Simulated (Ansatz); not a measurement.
GaP (NiAs type, P6_3/mmc) under volume change, DFT-PBE in the program Ansatz with PAW potentials, shape and atoms relaxed at each volume.

| V (Å³/atom) | E − E(relaxed) (meV/atom) | P (GPa) |
|---|---|---|
| 15.791 | [?] | [?] |
| 16.312 | [?] | [?] |
| 16.833 | 4.4 | 2.78 |
| 17.353 | 0.0 | 0.00 |
| 17.874 | 3.9 | -2.34 |
| 18.394 | 14.8 | -4.31 |
| 18.915 | 31.6 | -5.95 |

Some entries are withheld; supply them.


- 15.791, E − E(relaxed) (meV/atom): 44.6
- 15.791, P (GPa): 9.99
- 16.312, E − E(relaxed) (meV/atom): 18.6
- 16.312, P (GPa): 6.08

What does a third-order Birch–Murnaghan fit give for V₀, B₀ and B′?

V₀ = 17.35 Å³/atom, B₀ = 84.8 GPa, B′ = 4.7.

A made-up cell: these elements were put on the sites of a structure type; neither database checked (COD, Materials Project) lists it. It is not the phase usual at ambient conditions (space group No. 216). The PBE relaxation kept the symmetry of its start; its stability against distortions is not shown here. Scalar-relativistic: spin–orbit coupling is off unless named, which matters more the heavier the elements.

Potentials: the later of the program's two PAW sets.
